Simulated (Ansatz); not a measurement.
# Re, one cell by several methods

```
Re
1.0
     1.38392    0.79901    6.83258
    -1.38392    0.79901    6.83258
     0.00000   -1.59802    6.83258
Re
3
Cartesian
  0.0000 0.0000 0.0000
  0.0000 0.0000 4.5541
  0.0000 0.0000 15.9437
```

Atoms are numbered in the order listed.

Conventional cell: a = 2.768 Å, b = 2.768 Å, c = 20.498 Å, α = 90.00°, β = 90.00°, γ = 120.00°. Around Re (atom 1) lie 12 Re at 2.77 to 2.78 Å. Around Re (atom 2) lie 12 Re at 2.77 to 2.78 Å.

Structure from Materials Project entry mp-975065 (possibly hypothetical), not relaxed further. The listed cell was then made from it by scaling, straining or moving an atom.

Spin polarisation is left out, and whether a magnetic state lies lower isn't shown here.

No spin–orbit coupling, which matters for the heavy atoms here.

Methods: DFT, PBEsol, PAW with Ansatz's default frozen-core files, scalar-relativistic (Ansatz 0.2.0); DFT, PBEsol, all-electron PAW with datasets made for the crystal, scalar-relativistic (Ansatz 0.2.0); DFT, PBEsol, all-electron LAPW, scalar-relativistic (Ansatz 0.2.0).

For PAW: a Γ-centred 15×15×15 k mesh, Fermi–Dirac smearing of 0.05 eV, cutoff 420 eV, no spin polarisation; the PAW files were made with PBE, and the program remakes their frozen cores for this functional. The crystal-made all-electron datasets (AE datasets) take a cutoff of 260 eV at this cell. LAPW targets a basis error of 0.5 meV/atom. The Ansatz runs share mesh, smearing and spin set-up. Plane-wave (PAW) pressures include the program's estimate of the Pulay term.

Stress and pressure are positive in compression.

No spin–orbit coupling: at heavy atoms the gradients can be off by tens of per cent for that reason.

In a metal, gradients converge slowly with the k mesh: the values move by tens of per cent from one mesh to another, at times in sign, so only the comparison on one mesh counts.

```csv
quantity,PAW,AE datasets,LAPW
pressure (GPa),-13.27,-13.15,-13.15
stress xx (GPa),-10.30,-10.19,-10.19
stress zz (GPa),-19.20,-19.08,-19.08
"force on Re2, z (eV/Å)",-0.067,-0.066,-0.066
largest principal field gradient Vzz at Re1 (10²¹ V/m²),-4.16,-4.10,–
largest principal field gradient Vzz at Re2 (10²¹ V/m²),1.04,1.09,–
```

PAW's pressure differs from the LAPW value by -0.12 GPa.
